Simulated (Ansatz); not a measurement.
This guess for NaWF2 is about to be relaxed.

```xyz
4
Lattice="3.5870 0.0000 0.0000 -1.7935 3.1064 0.0000 0.0000 0.0000 6.1636" Properties=species:S:1:pos:R:3 pbc="T T T"
Na    0.0000    0.0000    3.0818
W     0.0000    0.0000    0.0000
F     0.0000    2.0710    0.0000
F     1.7935    1.0355    0.0000
```

Computed with DFT PBE, scalar-relativistic, plane waves, PAW (Ansatz). Cutoff 420 eV, Gaussian smearing, Γ-centred meshes. Cell and atoms relax first on a coarse mesh and then on a finer one. In between, the cell is made exact in the group found at 0.06 Å. In metals the finer mesh still leaves noise of several meV/atom or more. The steps can't lower the symmetry of their start. No spin polarisation.

A guess keeps its type if space group and coordination stay and the shape of the cell changes little (axis ratios within about 15 %, angles within 6°); the volume may change.

Task: Will the relaxed cell still be of the starting type?

Result: It keeps its type. The symmetry stays P6/mmm (No. 191). The volume per atom grows by 13.8 %, from 17.2 to 19.5 Å³. The shortest distance goes from 2.07 Å (W–F and F–F) to 2.20 Å (W–F and F–F). The ratio c/a of the conventional cell changes by a factor of 0.96. Counting neighbours within 15 % of an atom's shortest distance, the start has F 6, Na 2, W 6 and the end F 6, Na 2, W 6.

The last run used a 15×15×8 mesh (in the run's order of axes) for its 4-atom cell and Gaussian smearing of 0.10 eV. These runs have no spin–orbit coupling, which can matter for W. An odd number of electrons in the primitive cell allows no gap without spin; a larger cell or a magnetic state could open one. The cell is a metal run without spin; a magnetic state may lie lower. A structure relaxed within its symmetry needn't be a true minimum.
